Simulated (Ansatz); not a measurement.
# Ir (Fm-3m), zone-centre modes

Theory: DFT PBEsol, scalar-relativistic, plane waves, PAW in Ansatz 0.2.0. The runs took a 420 eV cutoff, a Γ-centred 24×24×20 mesh and Gaussian smearing (0.15 eV). Spin–orbit coupling is left out, which can shift energies with elements as heavy as these. No spin polarisation.

The undisturbed cell (as given, not relaxed at this level):

```xyz
2
Lattice="0.0000 -1.9197 -1.9197 -1.9197 0.0000 -1.9197 1.9197 1.9197 -3.8394" Properties=species:S:1:pos:R:3 pbc="T T T"
Ir    0.0000    0.0000   -3.8394
Ir    0.0000    0.0000    0.0000
```

Harmonic modes by finite displacements of 0.02 Å, without the LO–TO term. The cell doubles the primitive one, so its zone centre also holds the primitive cell's point q = (0, 0, 1/2).

Task: At this geometry, is the structure stable against these modes?

Result: Yes: no mode is imaginary beyond 10 cm⁻¹, and only the three translations lie near zero.

Task: List the wavenumbers in cm⁻¹.

Result: 0, 0, 0, 115, 115, 197.

Cost: 1 run of about 3.6 core-minutes, on Intel Xeon 6975P-C (Granite Rapids) (shared hosts).